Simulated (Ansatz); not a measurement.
Input and command of a calculation in Ansatz (plane waves; scalar-relativistic PAW potentials unless the input names others):

```yaml
crystal:
  lattice:
    - [2.2398397801, 0.0, 0.0]
    - [-1.1199198901, 1.9397581499, 0.0]
    - [0.0, 0.0, 19.9453869805]
  atoms:
    - { symbol: Be, position: [0.0, 0.0, 0.0008611643] }
    - { symbol: Be, position: [0.3333333333, 0.6666666667, 0.0923121234] }
    - { symbol: Be, position: [0.6666666667, 0.3333333333, 0.1838748137] }
    - { symbol: Be, position: [0.0, 0.0, 0.2738948942] }
    - { symbol: Be, position: [0.6666666667, 0.3333333333, 0.3624687422] }
    - { symbol: Be, position: [0.0, 0.0, 0.4524888227] }
    - { symbol: Be, position: [0.3333333333, 0.6666666667, 0.544051513] }
    - { symbol: Be, position: [0.6666666667, 0.3333333333, 0.6355024721] }
    - { symbol: Be, position: [0.0, 0.0, 0.7268531049] }
    - { symbol: Be, position: [0.3333333333, 0.6666666667, 0.8181818182] }
    - { symbol: Be, position: [0.6666666667, 0.3333333333, 0.9095105314] }
basis:
  ecutwfc: 500
kpoints:
  mp_grid: { grid: [21, 21, 3] }
hamiltonian:
  xc: r2scan
scf:
  occupations: { method: fermi_dirac, width: 0.3 }
  n_extra_bands: 0
  max_iter: 80
output:
  forces: true
  eigenvalues: true
  stress: true
```

```bash
ansatz run input.yaml --threads 1 --pin off --max-ram 2560MiB --backend cpu --events-out ev --progress --plain --runs-dir out
```

Q: What is wrong with this input?

A: The program refuses it, because of too few bands (scf.n_extra_bands: not typed → 0). Also changed, but not at fault: scf.occupations: {"method": "gaussian", "width": 0.1} → {"method": "fermi_dirac", "width": 0.3}. With the sound run's settings it is accepted.

Abridged log:
```
Error: inconsistent input (scf.n_extra_bands, scf.occupations.method): n_bands = 11 leaves no empty band above the 11 bands per channel that the deck's 22 electrons occupy, and the occupations search for the Fermi level (a smearing at a finite width, or tetrahedra): a level found among occupied bands alone can fill a metal as an insulator; raise scf.n_extra_bands until at least 12 bands are solved (omitted, it auto-derives to 24) (see scf.n_extra_bands in the input reference)
```